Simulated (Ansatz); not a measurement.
A geometry of TiFe away from equilibrium: step 14 of the relaxation of a relaxed TiFe cell, doubled along one cell vector, shaken by Gaussian noise of σ = 0.08 Å a coordinate. Calculation: PBEsol (plane waves to 420 eV, PAW, scalar-relativistic; Ansatz, a first-principles code). Γ-centred k-mesh 12×6×12 on the run's cell (coarser than for final values), Fermi–Dirac smearing 0.05 eV.

```xyz
4
Lattice="0.0000 2.8297 2.8297 5.6595 0.0000 5.6595 1.9472 1.9472 0.8826" Properties=species:S:1:pos:R:3:forces:R:3 pbc="T T T" free_energy=-13847.312 pressure_GPa=6.6
Fe     0.0134     0.0111     0.0285    0.0000    0.0000    0.0000
Fe     2.8432     0.0111     2.8583    0.0000    0.0000    0.0000
Ti     2.4019     2.3996     3.2995    0.0000    0.0000    0.0000
Ti     5.2317     2.3996     6.1293    0.0000    0.0000    0.0000
```

Positions in Å, forces in eV/Å, free energy of the cell in eV (comparable only within this code, potentials and settings). Largest force: all forces are below 0.005 eV/Å; the geometry lies 0.02 eV/atom above the end of its relaxation.

Spin-polarised start, with parallel moments on Fe.

No spin polarisation in the result: the starting moments vanished. A magnetic state may lie lower.

Of the parent cell (Fm-3m (No. 225)): it is a generated cell of TiFe: the first start was made by a random draw of sites in a space group, and the end was not matched to a known phase here, so it may be hypothetical. Known forms of TiFe include space group No. 221.
